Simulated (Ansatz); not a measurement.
CsCl (rock salt, space group No. 225), a = b = c = 7.007 Å, α = β = γ = 90.00°; the cell used has 2 atoms.

Relaxed with r²SCAN. Plane-wave PAW r²SCAN (Ansatz code) gives a gap of 5.48 eV.

Q: What gap does HSE06 give on the same cell (Ansatz, PAW)?

A: 6.17 eV, 0.68 eV more. The hybrid was solved on a coarser mesh and at special points; its gap is the smallest among all of these.

```tsv
k	v1 r²SCAN	c1 r²SCAN	v1 HSE06	c1 HSE06
Γ	-0.02	5.48	-0.03	6.17
X	0.00	5.92	___	___
L	-0.36	7.42	___	___
W	-0.02	7.30	___	___
K	-0.02	6.63	___	___
```

Q: Top valence (v1) and lowest conduction level (c1) in eV from each method's valence maximum (which need not be a listed point): supply the withheld HSE06 values.

A: 
- L, v1 HSE06: -0.38
- L, c1 HSE06: 8.26
- X, v1 HSE06: 0.00
- X, c1 HSE06: 6.75
- W, v1 HSE06: -0.02
- W, c1 HSE06: 8.16
- K, v1 HSE06: -0.02
- K, c1 HSE06: 7.47

Cost on shared cores: the r²SCAN run (SCF on a 7×7×7 mesh, then bands and DOS) very roughly 25 core-seconds, the HSE06 run (SCF on 5×5×5, then a few points) around 2.6 core-minutes (rough); the tasks are unlike.

Space group Fm-3m (rock salt). The first step of the workflow began from a Materials Project structure, measured or hypothetical; the Crystallography Open Database files this formula in space group No. 225, but the cells were not matched. It is not the phase usual at ambient conditions (space group No. 221). The r²SCAN relaxation kept the symmetry of its start; its stability against distortions is not shown here. Scalar-relativistic: spin–orbit coupling is off unless named, which matters more the heavier the elements.

Potentials: the later of the program's two PAW sets.
